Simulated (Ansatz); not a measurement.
## Relaxation of Ca

Theory: DFT PBEsol, scalar-relativistic, plane waves, PAW in Ansatz 0.2.0. Settings: 420 eV cutoff, 12×12×8 k-mesh, Gaussian smearing of 0.10 eV, no spin polarisation.

What was changed: biaxial strain in the a-b plane, c and atoms relaxed: +1.5 %.

Input:

```yaml
crystal:
  lattice:
    - [3.9101934234, 0.0, 0.0]
    - [-1.9550967117, 3.3863268384, 0.0]
    - [0.0, 0.0, 6.2839184593]
  atoms:
    - { symbol: Ca, position: [0.6666666667, 0.3333333333, 0.75] }
    - { symbol: Ca, position: [0.3333333333, 0.6666666667, 0.25] }
basis:
  ecutwfc: 420
kpoints:
  mp_grid: { grid: [12, 12, 8] }
hamiltonian:
  xc: pbesol
scf:
  occupations: { method: gaussian, width: 0.1 }
output:
  forces: true
  stress: true
  eigenvalues: true
relax:
  adjacent_minimum: "off"
  f_tol: 0.008
  max_steps: 40
  cell: { stress_tol: 0.05, fix: [a, b, gamma] }
```

F is the free energy. Steps run on the plane waves of an earlier cell, but the last one, and at times one on the way, on a freshly chosen basis, so a repeated geometry can differ a little in energy. The held parts of the cell keep their stress, so P needn't end at zero.

Steps:

```
step F − F(1) (eV) largest force component (eV/Å) V (Å³/atom) P (GPa)
   1         0.0000                           0.000       41.603    -0.33
   2        -0.0002                           0.000       41.693    -0.37
   3        -0.0002                           0.000       41.788    -0.41
   4        -0.0002                           0.000       41.788    -0.41
```

Relaxed structure:

```yaml
crystal:
  lattice:
    - [3.91019, 0.00000, 0.00000]
    - [-1.95510, 3.38633, 0.00000]
    - [0.00000, 0.00000, 6.31174]
  atoms:
    - { symbol: Ca, position: [0.66667, 0.33333, 0.75000] }
    - { symbol: Ca, position: [0.33333, 0.66667, 0.25000] }
```

It takes space group P6_3/mmc (No. 194, hexagonal). The conventional cell has a = 3.910 Å, b = 3.910 Å, c = 6.312 Å, α = 90.00°, β = 90.00°, γ = 120.00°. Ca (site symmetry -6m2) has 12 Ca at 3.88 to 3.91 Å as nearest neighbours.

The run converged. The run took of the order of 24 core-seconds.